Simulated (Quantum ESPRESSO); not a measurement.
## Mg2WTa3GaZn (one run as intended and one with a planted mistake)

Computed values, not a measurement. The program is pw.x of Quantum ESPRESSO 7.5 (plane-wave density functional theory). The cell is made up: eight metal atoms on a face-centred cubic lattice, with elements, volume, strain and displacements drawn at random and not relaxed, so it may be unstable or far from any real phase. PseudoDojo standard norm-conserving files set the functional (PBE unless stated); there is no spin polarisation or spin-orbit coupling, the Fermi-Dirac width of 0.25 eV means electrons at about 2900 K, and the masses in the input are unused placeholders. Heavy elements are run without spin-orbit coupling, which real alloys of them have. A spin test at this wide smearing found no moment, but such smearing suppresses magnetism that the real alloy may have.

Intended input:

```
&control calculation='scf', pseudo_dir='./dojo.nc.sr.pbe.v0_5.standard.upf', outdir='./o', disk_io='minimal', tprnfor=.true., tstress=.true. /
&system ibrav=0, nat=8, ntyp=5, nbnd=66, ecutwfc=84.00895049, nosym=.true., tot_charge=0,
 occupations='smearing', smearing='fd', degauss=0.0183746611
/
&electrons conv_thr=1.470e-08, electron_maxstep=70, mixing_beta=0.5 /
ATOMIC_SPECIES
Ga 1.0 Ga.upf
Mg 1.0 Mg.upf
Ta 1.0 Ta.upf
W 1.0 W.upf
Zn 1.0 Zn.upf
CELL_PARAMETERS angstrom
0.026 2.1371 2.149
-4.2399 2.0314 -2.0952
-4.3855 -6.3435 6.3273
ATOMIC_POSITIONS angstrom
Mg 0.0324 0.1618 -0.0975
W -4.4547 -4.3586 4.1675
Ta -4.3984 -2.1588 2.3105
Ga -4.1443 -0.0288 0.0687
Ta -2.1089 -2.1592 4.3046
Ta -2.0875 0.0337 2.023
Mg -2.0357 2.1112 0.0276
Zn -6.435 -2.0858 4.2187
K_POINTS automatic
8 5 3 1 1 1
```

The log is shortened where brackets say so; the opening notice, blank lines, dates and the lines on written files are dropped, and the path of the files is cut. It prints rydbergs, bohrs and kilobars, and counts compression as positive stress. Its total energy is the free energy E - TS of the whole cell.

Log of the intended run:

```
     Program PWSCF v.7.5
     Parallel version (MPI & OpenMP), running on       4 processor cores
     Number of MPI processes:                 4
     Threads/MPI process:                     1
     [start-up lines left out]
     bravais-lattice index     =            0
     lattice parameter (alat)  =       5.7275  a.u.
     unit-cell volume          =    1038.5788 (a.u.)^3
     number of atoms/cell      =            8
     number of atomic types    =            5
     number of electrons       =       106.00
     number of Kohn-Sham states=           66
     kinetic-energy cutoff     =      84.0090  Ry
     charge density cutoff     =     336.0358  Ry
     scf convergence threshold =      1.5E-08
     mixing beta               =       0.5000
     number of iterations used =            8  plain     mixing
     Exchange-correlation= PBE
                           (   1   4   3   4   0   0   0)
     [axes and pseudopotential details left out]
   Cartesian axes
     site n.     atom                  positions (alat units)
         1        Mg     tau(   1) = (   0.0106901   0.0533843  -0.0321692  )
         2        W      tau(   2) = (  -1.4697840  -1.4380767   1.3750252  )
         3        Ta     tau(   3) = (  -1.4512083  -0.7122746   0.7623265  )
         4        Ga     tau(   4) = (  -1.3673706  -0.0095023   0.0226669  )
         5        Ta     tau(   5) = (  -0.6958106  -0.7124066   1.4202600  )
         6        Ta     tau(   6) = (  -0.6887499   0.0111190   0.6674687  )
         7        Mg     tau(   7) = (  -0.6716590   0.6965694   0.0091063  )
         8        Zn     tau(   8) = (  -2.1231643  -0.6881890   1.3919181  )
     number of k points=    60  Fermi-Dirac smearing, width (Ry)=  0.0184
                       cart. coord. in units 2pi/alat
        k(    1) = (  -0.0830401   0.0334860   0.0558513), wk =   0.0333333
        k(    2) = (   0.0330612   0.1523960  -0.0638049), wk =   0.0333333
     [further k points left out]
     Dense  grid:   108081 G-vectors     FFT dimensions: (  36,  60, 120)
     Estimated max dynamical RAM per process >     403.65 MB
     Estimated total dynamical RAM >       1.50 GB
     Initial potential from superposition of free atoms
     starting charge     105.9923, renormalised to     106.0000
     Starting wfcs are   69 randomized atomic wfcs
     total cpu time spent up to now is        6.1 secs
     per-process dynamical memory:   321.6 Mb
     Self-consistent Calculation
     iteration #  1     ecut=    84.01 Ry     beta= 0.50
     Davidson diagonalization with overlap
     ethr =  1.00E-02,  avg # of iterations =  4.2
     Threshold (ethr) on eigenvalues was too large:
     Diagonalizing with lowered threshold
     Davidson diagonalization with overlap
     ethr =  7.24E-04,  avg # of iterations =  2.1
     total cpu time spent up to now is       33.8 secs
     total energy              =   -1350.41938939 Ry
     estimated scf accuracy    <       0.74391711 Ry
     iteration #  2     ecut=    84.01 Ry     beta= 0.50
     Davidson diagonalization with overlap
     ethr =  7.02E-04,  avg # of iterations =  7.1
     total cpu time spent up to now is       52.3 secs
     total energy              =   -1349.32744605 Ry
     estimated scf accuracy    <      23.67658463 Ry
     [iterations 3 to 15 left out]
     iteration # 16     ecut=    84.01 Ry     beta= 0.50
     Davidson diagonalization with overlap
     ethr =  2.99E-11,  avg # of iterations =  2.0
     total cpu time spent up to now is      239.3 secs
     total energy              =   -1350.78733204 Ry
     estimated scf accuracy    <       0.00000003 Ry
     iteration # 17     ecut=    84.01 Ry     beta= 0.50
     Davidson diagonalization with overlap
     ethr =  2.38E-11,  avg # of iterations =  1.0
     total cpu time spent up to now is      250.7 secs
     End of self-consistent calculation
     [lines on levels left out]
!    total energy              =   -1350.78733204 Ry
     estimated scf accuracy    <          7.7E-10 Ry
     smearing contrib. (-TS)   =      -0.09315914 Ry
     internal energy E=F+TS    =   -1350.69417290 Ry
     The total energy is F=E-TS. E is the sum of the following terms:
     one-electron contribution =    -702.68510891 Ry
     hartree contribution      =     384.68003266 Ry
     xc contribution           =    -239.87087047 Ry
     ewald contribution        =    -792.81822618 Ry
     convergence has been achieved in  17 iterations
     Forces acting on atoms (cartesian axes, Ry/au):
     atom    1 type  2   force =     0.01409557   -0.01657061    0.01184384
     atom    2 type  4   force =     0.04620798    0.06102029   -0.06087082
     atom    3 type  3   force =     0.02695093   -0.01628372   -0.00683170
     atom    4 type  1   force =    -0.03130342   -0.00830703    0.00506383
     atom    5 type  3   force =    -0.01169125    0.03384002   -0.00779702
     atom    6 type  3   force =    -0.01670193   -0.05403223    0.06135486
     atom    7 type  2   force =    -0.01771646    0.00711481   -0.01247336
     atom    8 type  5   force =    -0.00984142   -0.00678152    0.00971037
     Total force =     0.146126     Total SCF correction =     0.000068
     Computing stress (Cartesian axis) and pressure
          total   stress  (Ry/bohr**3)                   (kbar)     P=      -94.96
  -0.00061419  -0.00008838  -0.00000183          -90.35      -13.00       -0.27
  -0.00008838  -0.00063552  -0.00020196          -13.00      -93.49      -29.71
  -0.00000183  -0.00020196  -0.00068676           -0.27      -29.71     -101.03
     init_run     :      5.67s CPU      5.88s WALL (       1 calls)
     electrons    :    243.33s CPU    244.66s WALL (       1 calls)
     forces       :      2.33s CPU      2.35s WALL (       1 calls)
     stress       :      7.96s CPU      8.15s WALL (       1 calls)
     [timing details left out]
     PWSCF        :   4m19.54s CPU   4m21.33s WALL
     JOB DONE.
```

A second run has one planted mistake: the cell and the positions are scaled by a wrong factor. The input lines that differ:

```
- 0.026 2.1371 2.149
- -4.2399 2.0314 -2.0952
- -4.3855 -6.3435 6.3273
+ 0.0258 2.1166 2.1284
+ -4.1992 2.0119 -2.0751
+ -4.3434 -6.2826 6.2666
- Mg 0.0324 0.1618 -0.0975
- W -4.4547 -4.3586 4.1675
- Ta -4.3984 -2.1588 2.3105
- Ga -4.1443 -0.0288 0.0687
- Ta -2.1089 -2.1592 4.3046
- Ta -2.0875 0.0337 2.023
- Mg -2.0357 2.1112 0.0276
- Zn -6.435 -2.0858 4.2187
+ Mg 0.0321 0.1602 -0.0966
+ W -4.4119 -4.3168 4.1275
+ Ta -4.3562 -2.1381 2.2883
+ Ga -4.1045 -0.0285 0.068
+ Ta -2.0887 -2.1385 4.2633
+ Ta -2.0675 0.0334 2.0036
+ Mg -2.0162 2.0909 0.0273
+ Zn -6.3732 -2.0658 4.1782
```

Its log:

```
     Program PWSCF v.7.5
     Parallel version (MPI & OpenMP), running on       4 processor cores
     Number of MPI processes:                 4
     Threads/MPI process:                     1
     [start-up lines left out]
     bravais-lattice index     =            0
     lattice parameter (alat)  =       5.6726  a.u.
     unit-cell volume          =    1008.9688 (a.u.)^3
     number of atoms/cell      =            8
     number of atomic types    =            5
     number of electrons       =       106.00
     number of Kohn-Sham states=           66
     kinetic-energy cutoff     =      84.0090  Ry
     charge density cutoff     =     336.0358  Ry
     scf convergence threshold =      1.5E-08
     mixing beta               =       0.5000
     number of iterations used =            8  plain     mixing
     Exchange-correlation= PBE
                           (   1   4   3   4   0   0   0)
     [axes and pseudopotential details left out]
   Cartesian axes
     site n.     atom                  positions (alat units)
         1        Mg     tau(   1) = (   0.0106936   0.0533681  -0.0321808  )
         2        W      tau(   2) = (  -1.4697560  -1.4380749   1.3750126  )
         3        Ta     tau(   3) = (  -1.4512004  -0.7122748   0.7623116  )
         4        Ga     tau(   4) = (  -1.3673505  -0.0094943   0.0226531  )
         5        Ta     tau(   5) = (  -0.6958180  -0.7124081   1.4202522  )
         6        Ta     tau(   6) = (  -0.6887555   0.0111267   0.6674682  )
         7        Mg     tau(   7) = (  -0.6716657   0.6965509   0.0090946  )
         8        Zn     tau(   8) = (  -2.1231327  -0.6881892   1.3919025  )
     number of k points=    60  Fermi-Dirac smearing, width (Ry)=  0.0184
                       cart. coord. in units 2pi/alat
        k(    1) = (  -0.0830410   0.0334870   0.0558522), wk =   0.0333333
        k(    2) = (   0.0330616   0.1523970  -0.0638059), wk =   0.0333333
     [further k points left out]
     Dense  grid:   105005 G-vectors     FFT dimensions: (  36,  60, 120)
     Estimated max dynamical RAM per process >     393.19 MB
     Estimated total dynamical RAM >       1.46 GB
     Initial potential from superposition of free atoms
     starting charge     105.9923, renormalised to     106.0000
     Starting wfcs are   69 randomized atomic wfcs
     total cpu time spent up to now is        6.2 secs
     per-process dynamical memory:   313.3 Mb
     Self-consistent Calculation
     iteration #  1     ecut=    84.01 Ry     beta= 0.50
     Davidson diagonalization with overlap
     ethr =  1.00E-02,  avg # of iterations =  4.2
     Threshold (ethr) on eigenvalues was too large:
     Diagonalizing with lowered threshold
     Davidson diagonalization with overlap
     ethr =  7.59E-04,  avg # of iterations =  2.1
     total cpu time spent up to now is       34.1 secs
     total energy              =   -1350.41035488 Ry
     estimated scf accuracy    <       0.78247772 Ry
     iteration #  2     ecut=    84.01 Ry     beta= 0.50
     Davidson diagonalization with overlap
     ethr =  7.38E-04,  avg # of iterations =  6.7
     total cpu time spent up to now is       53.0 secs
     total energy              =   -1349.27313341 Ry
     estimated scf accuracy    <      24.54476201 Ry
     [iterations 3 to 15 left out]
     iteration # 16     ecut=    84.01 Ry     beta= 0.50
     Davidson diagonalization with overlap
     ethr =  5.44E-11,  avg # of iterations =  1.1
     total cpu time spent up to now is      235.6 secs
     total energy              =   -1350.80371184 Ry
     estimated scf accuracy    <       0.00000001 Ry
     iteration # 17     ecut=    84.01 Ry     beta= 0.50
     Davidson diagonalization with overlap
     ethr =  1.41E-11,  avg # of iterations =  1.8
     total cpu time spent up to now is      247.2 secs
     End of self-consistent calculation
     [lines on levels left out]
!    total energy              =   -1350.80371184 Ry
     estimated scf accuracy    <          1.2E-09 Ry
     smearing contrib. (-TS)   =      -0.09005133 Ry
     internal energy E=F+TS    =   -1350.71366051 Ry
     The total energy is F=E-TS. E is the sum of the following terms:
     one-electron contribution =    -690.90313902 Ry
     hartree contribution      =     380.72628597 Ry
     xc contribution           =    -240.03846144 Ry
     ewald contribution        =    -800.49834602 Ry
     convergence has been achieved in  17 iterations
     Forces acting on atoms (cartesian axes, Ry/au):
     atom    1 type  2   force =     0.01692381   -0.01837577    0.01345398
     atom    2 type  4   force =     0.04668662    0.06096310   -0.06009043
     atom    3 type  3   force =     0.03053180   -0.01635425   -0.00870388
     atom    4 type  1   force =    -0.03339462   -0.00722951    0.00278205
     atom    5 type  3   force =    -0.01160328    0.03840419   -0.01070669
     atom    6 type  3   force =    -0.01445918   -0.05516370    0.06395893
     atom    7 type  2   force =    -0.02150082    0.00748053   -0.01312650
     atom    8 type  5   force =    -0.01318433   -0.00972459    0.01243254
     Total force =     0.151470     Total SCF correction =     0.000051
     Computing stress (Cartesian axis) and pressure
          total   stress  (Ry/bohr**3)                   (kbar)     P=      -67.38
  -0.00043233  -0.00010333   0.00000113          -63.60      -15.20        0.17
  -0.00010333  -0.00044292  -0.00021553          -15.20      -65.16      -31.71
   0.00000113  -0.00021553  -0.00049884            0.17      -31.71      -73.38
     init_run     :      5.88s CPU      6.11s WALL (       1 calls)
     electrons    :    238.90s CPU    240.99s WALL (       1 calls)
     forces       :      2.26s CPU      2.29s WALL (       1 calls)
     stress       :      7.79s CPU      7.96s WALL (       1 calls)
     [timing details left out]
     PWSCF        :   4m14.91s CPU   4m17.51s WALL
     JOB DONE.
```

```
                                            intended run  run with the mistake
                          free energy (eV)    -18378.398            -18378.621
         entropy term -TS, part of it (eV)        -1.267                -1.225
                            pressure (GPa)         -9.50                 -6.74
size of the largest force component (eV/Å)         1.577                 1.644
largest change of a force component (eV/Å)                               0.117
                                iterations            17                    17
```

For scale, a rerun of the intended cell at a higher cutoff and on a denser mesh moved values by no more than 0.002 eV in energy, 0.04 GPa in stress and 0.006 eV/Å in force, and a second program with other atomic files agreed on that cell to 2 % rms in force and 0.5 GPa in pressure.